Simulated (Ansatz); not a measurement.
Input, command and steps of an Ansatz relaxation.

```yaml
crystal:
  lattice:
    - [3.691362736, 0.0, 0.0]
    - [-1.845681368, 3.1968139039, 0.0]
    - [0.0, 0.0, 24.1466043899]
  atoms:
    - { symbol: Zn, position: [0.0, 0.0, 5.30999e-05] }
    - { symbol: Zn, position: [0.0, 0.0, 0.5000530999] }
    - { symbol: Zn, position: [0.3333333333, 0.6666666667, 0.1249400015] }
    - { symbol: Zn, position: [0.6666666667, 0.3333333333, 0.6249400015] }
    - { symbol: Zn, position: [0.3333333333, 0.6666666667, 0.3751882124] }
    - { symbol: Zn, position: [0.6666666667, 0.3333333333, 0.8751882124] }
    - { symbol: Zn, position: [0.3333333333, 0.6666666667, 0.7500459375] }
    - { symbol: Zn, position: [0.6666666667, 0.3333333333, 0.2500459375] }
    - { symbol: S, position: [0.0, 0.0, 0.0937083209] }
    - { symbol: S, position: [0.0, 0.0, 0.5937083209] }
    - { symbol: S, position: [0.3333333333, 0.6666666667, 0.218586362] }
    - { symbol: S, position: [0.6666666667, 0.3333333333, 0.718586362] }
    - { symbol: S, position: [0.3333333333, 0.6666666667, 0.4688138518] }
    - { symbol: S, position: [0.6666666667, 0.3333333333, 0.9688138518] }
    - { symbol: S, position: [0.3333333333, 0.6666666667, 0.8438642139] }
    - { symbol: S, position: [0.6666666667, 0.3333333333, 0.3438642139] }
basis:
  ecutwfc: 500
kpoints:
  mp_grid: { grid: [6, 6, 1] }
hamiltonian:
  xc: r2scan
scf:
  occupations: { method: gaussian, width: 0.02 }
output:
  forces: true
  stress: true
  eigenvalues: true
relax:
  adjacent_minimum: "off"
  f_tol: 0.01
  max_steps: 30
  cell: { stress_tol: 0.1, fix: [volume] }
```

```bash
ansatz run input.yaml --threads 4 --pin off --max-ram 10240MiB --backend cpu --events-out ev --progress --plain --runs-dir out
```

Computed with Ansatz 0.2.0, DFT r2SCAN, scalar-relativistic, plane waves, PAW.

The volume is held at 0.91 times that of the relaxed cell.

Of 3 frames 2 are shown, positions in Å and forces in eV/Å; the SCF threshold varies from step to step. Steps run on the plane waves of an earlier cell, with a Pulay correction in the pressure. The basis is chosen afresh for the last frame, the zero of the energies, and at times for earlier ones too; energy and pressure can step there, also at an unchanged geometry. Where two frames share a geometry here, they differ by under 2 meV/atom and 0.3 GPa.

```xyz
16
Lattice="3.6914 0.0000 0.0000 -1.8457 3.1968 0.0000 0.0000 0.0000 24.1466" Properties=species:S:1:pos:R:3:forces:R:3 pbc="T T T" step=1 free_energy_over_end_meV_per_atom=0.00 pressure_GPa=9.10
Zn    0.0000    0.0000    0.0013    0.0000    0.0000    0.0047
Zn    0.0000    0.0000   12.0746    0.0000    0.0000    0.0047
Zn    0.0000    2.1312    3.0169    0.0000    0.0000    0.0049
Zn    1.8457    1.0656   15.0902    0.0000    0.0000    0.0049
Zn    0.0000    2.1312    9.0595    0.0000    0.0000    0.0129
Zn    1.8457    1.0656   21.1328    0.0000    0.0000    0.0129
Zn    0.0000    2.1312   18.1111    0.0000    0.0000    0.0058
Zn    1.8457    1.0656    6.0378    0.0000    0.0000    0.0058
S     0.0000    0.0000    2.2627    0.0000    0.0000   -0.0047
S     0.0000    0.0000   14.3360    0.0000    0.0000   -0.0047
S     0.0000    2.1312    5.2781    0.0000    0.0000   -0.0082
S     1.8457    1.0656   17.3514    0.0000    0.0000   -0.0082
S     0.0000    2.1312   11.3203    0.0000    0.0000   -0.0065
S     1.8457    1.0656   23.3936    0.0000    0.0000   -0.0065
S     0.0000    2.1312   20.3765    0.0000    0.0000   -0.0089
S     1.8457    1.0656    8.3032    0.0000    0.0000   -0.0089
16
Lattice="3.6909 0.0000 0.0000 -1.8455 3.1964 0.0000 0.0000 0.0000 24.1526" Properties=species:S:1:pos:R:3:forces:R:3 pbc="T T T" step=3 free_energy_over_end_meV_per_atom=0.00 pressure_GPa=9.10
Zn    0.0000    0.0000    0.0017    0.0000    0.0000    0.0039
Zn    0.0000    0.0000   12.0779    0.0000    0.0000    0.0039
Zn    0.0000    2.1309    3.0177    0.0000    0.0000    0.0042
Zn    1.8455    1.0655   15.0940    0.0000    0.0000    0.0042
Zn    0.0000    2.1309    9.0625    0.0000    0.0000    0.0080
Zn    1.8455    1.0655   21.1388    0.0000    0.0000    0.0080
Zn    0.0000    2.1309   18.1157    0.0000    0.0000    0.0048
Zn    1.8455    1.0655    6.0394    0.0000    0.0000    0.0048
S     0.0000    0.0000    2.2630    0.0000    0.0000   -0.0039
S     0.0000    0.0000   14.3392    0.0000    0.0000   -0.0039
S     0.0000    2.1309    5.2788    0.0000    0.0000   -0.0048
S     1.8455    1.0655   17.3551    0.0000    0.0000   -0.0048
S     0.0000    2.1309   11.3230    0.0000    0.0000   -0.0057
S     1.8455    1.0655   23.3993    0.0000    0.0000   -0.0057
S     0.0000    2.1309   20.3811    0.0000    0.0000   -0.0064
S     1.8455    1.0655    8.3048    0.0000    0.0000   -0.0064
```

Time: 45 s on 4 threads of Intel(R) Xeon(R) Processor @ 2.50GHz (Skylake/Cascade Lake), with other jobs on the host, peak memory 1.4 GiB.